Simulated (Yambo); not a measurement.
Ba₃ZnN₂O (space group P4/mmm, No. 123), G0W0@LDA in Yambo with this input:

```
rim_cut
gw0
dyson
el_el_corr
HF_and_locXC
ppa
em1d
RandQpts= 1000000
RandGvec= 1 Ry
EXXRLvcs= 84 Ry
VXCRLvcs= 336 Ry
Chimod= "HARTREE"
% BndsRnXp
 5 | 235 |
%
NGsBlkXp= 7 Ry
% LongDrXp
 1.0 | 1.0 | 1.0 |
%
PPAPntXp= 27.2114 eV
% GbndRnge
 1 | 235 |
%
GTermKind= "BG"
DysSolver= "n"
ExtendOut
```

On a 4×4×1 mesh, with wavefunctions cut at 84 Ry, the gap (Γ → Γ) is 1.535 eV and the valence edge shifts by -0.233 eV.

Q: What happens with this change: 2 Ry block?

A: The gap falls by 0.178 eV, to 1.357 eV; the shift of the valence edge becomes -0.010 eV. Neither run is shown to be the converged limit. The mesh misses a band edge: along a dense path the LDA gap is 0.46 eV against 0.81 eV on the mesh.

Geometry of the Materials Project entry, not relaxed at this level; primitive cell a = b = 4.1498 Å, c = 9.2928 Å, α = β = γ = 90.00°.

The structure is a Materials Project entry; no match was found in the copy of COD used, and its stability was not checked.

A shift is the quasiparticle energy of the state minus its LDA energy.
